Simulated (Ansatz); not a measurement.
Input, command and steps of an Ansatz relaxation.

```yaml
crystal:
  lattice:
    - [1.5880790282, 0.9168778544, 5.2130717811]
    - [-1.5880790282, 0.9168778544, 5.2130717811]
    - [0.0, -1.8337557088, 5.2130717811]
  atoms:
    - { symbol: Hf, position: [0.0, 0.0, 0.0] }
    - { symbol: W, position: [0.5, 0.5, 0.5] }
    - { symbol: C, position: [0.245752, 0.245752, 0.245752] }
    - { symbol: C, position: [0.754248, 0.754248, 0.754248] }
basis:
  ecutwfc: 500
kpoints:
  mp_grid: { grid: [15, 15, 15] }
hamiltonian:
  xc: r2scan
scf:
  occupations: { method: gaussian, width: 0.1 }
output:
  forces: true
  stress: true
  eigenvalues: true
relax:
  adjacent_minimum: "off"
  f_tol: 0.005
  max_steps: 80
  cell: { stress_tol: 0.05 }
```

```bash
ansatz run input.yaml --threads 1 --pin off --max-ram 2560MiB --backend cpu --events-out ev --progress --plain --runs-dir out
```

All numbers below come from DFT r2SCAN, scalar-relativistic, plane waves, PAW in Ansatz.

Of 8 frames 7 are shown, positions in Å and forces in eV/Å; the SCF threshold varies from step to step. Steps run on the plane waves of an earlier cell, with a Pulay correction in the pressure. The basis is chosen afresh for the last frame, the zero of the energies, and at times for earlier ones too; energy and pressure step there, also at an unchanged geometry. The mark taken_back stands on steps that the optimiser undid.

```xyz
4
Lattice="1.5881 0.9169 5.2131 -1.5881 0.9169 5.2131 0.0000 -1.8338 5.2131" Properties=species:S:1:pos:R:3:forces:R:3 pbc="T T T" step=1 free_energy_over_end_meV_per_atom=1.46 pressure_GPa=-3.53
Hf    0.0000    0.0000    0.0000    0.0000    0.0000    0.0000
W     0.0000    0.0000    7.8196    0.0000    0.0000    0.0000
C     0.0000    0.0000    3.8434    0.0000    0.0000   -0.0022
C     0.0000    0.0000   11.7958    0.0000    0.0000    0.0022
4
Lattice="1.5809 0.9128 5.1615 -1.5809 0.9128 5.1615 0.0000 -1.8255 5.1615" Properties=species:S:1:pos:R:3:forces:R:3 pbc="T T T" step=2 free_energy_over_end_meV_per_atom=0.70 pressure_GPa=2.38
Hf    0.0000    0.0000    0.0000    0.0000    0.0000    0.0000
W     0.0000    0.0000    7.7423    0.0000    0.0000    0.0000
C     0.0000    0.0000    3.8075    0.0000    0.0000   -0.0253
C     0.0000    0.0000   11.6770    0.0000    0.0000    0.0253
4
Lattice="1.5811 0.9129 5.1964 -1.5811 0.9129 5.1964 0.0000 -1.8257 5.1964" Properties=species:S:1:pos:R:3:forces:R:3 pbc="T T T" step=3 free_energy_over_end_meV_per_atom=0.02 pressure_GPa=0.15
Hf    0.0000    0.0000    0.0000    0.0000    0.0000    0.0000
W     0.0000    0.0000    7.7946    0.0000    0.0000    0.0000
C     0.0000    0.0000    3.8322    0.0000    0.0000   -0.0088
C     0.0000    0.0000   11.7571    0.0000    0.0000    0.0088
4
Lattice="1.5836 0.9143 5.1865 -1.5836 0.9143 5.1865 0.0000 -1.8285 5.1865" Properties=species:S:1:pos:R:3:forces:R:3 pbc="T T T" step=4 free_energy_over_end_meV_per_atom=-0.03 pressure_GPa=-0.21
Hf    0.0000    0.0000    0.0000    0.0000    0.0000    0.0000
W     0.0000    0.0000    7.7798    0.0000    0.0000    0.0000
C     0.0000    0.0000    3.8245    0.0000    0.0000   -0.0026
C     0.0000    0.0000   11.7351    0.0000    0.0000    0.0026
4
Lattice="1.5827 0.9138 5.1881 -1.5827 0.9138 5.1881 0.0000 -1.8276 5.1881" Properties=species:S:1:pos:R:3:forces:R:3 pbc="T T T" step=5 free_energy_over_end_meV_per_atom=-0.02 pressure_GPa=0.05 taken_back
Hf    0.0000    0.0000    0.0000    0.0000    0.0000    0.0000
W     0.0000    0.0000    7.7822    0.0000    0.0000    0.0000
C     0.0000    0.0000    3.8236    0.0000    0.0000    0.0447
C     0.0000    0.0000   11.7407    0.0000    0.0000   -0.0447
4
Lattice="1.5831 0.9140 5.1874 -1.5831 0.9140 5.1874 0.0000 -1.8280 5.1874" Properties=species:S:1:pos:R:3:forces:R:3 pbc="T T T" step=6 free_energy_over_end_meV_per_atom=-0.04 pressure_GPa=-0.09
Hf    0.0000    0.0000    0.0000    0.0000    0.0000    0.0000
W     0.0000    0.0000    7.7811    0.0000    0.0000    0.0000
C     0.0000    0.0000    3.8251    0.0000    0.0000   -0.0009
C     0.0000    0.0000   11.7372    0.0000    0.0000    0.0009
4
Lattice="1.5828 0.9138 5.1882 -1.5828 0.9138 5.1882 0.0000 -1.8276 5.1882" Properties=species:S:1:pos:R:3:forces:R:3 pbc="T T T" step=8 free_energy_over_end_meV_per_atom=0.00 pressure_GPa=0.00
Hf    0.0000    0.0000    0.0000    0.0000    0.0000    0.0000
W     0.0000    0.0000    7.7823    0.0000    0.0000    0.0000
C     0.0000    0.0000    3.8257    0.0000    0.0000   -0.0002
C     0.0000    0.0000   11.7389    0.0000    0.0000    0.0002
```

The run took 7.2 min on 1 thread of Arm Neoverse V1 (shared host), peak memory 0.8 GiB.

Spin–orbit coupling is left out, which can shift energies with elements as heavy as these.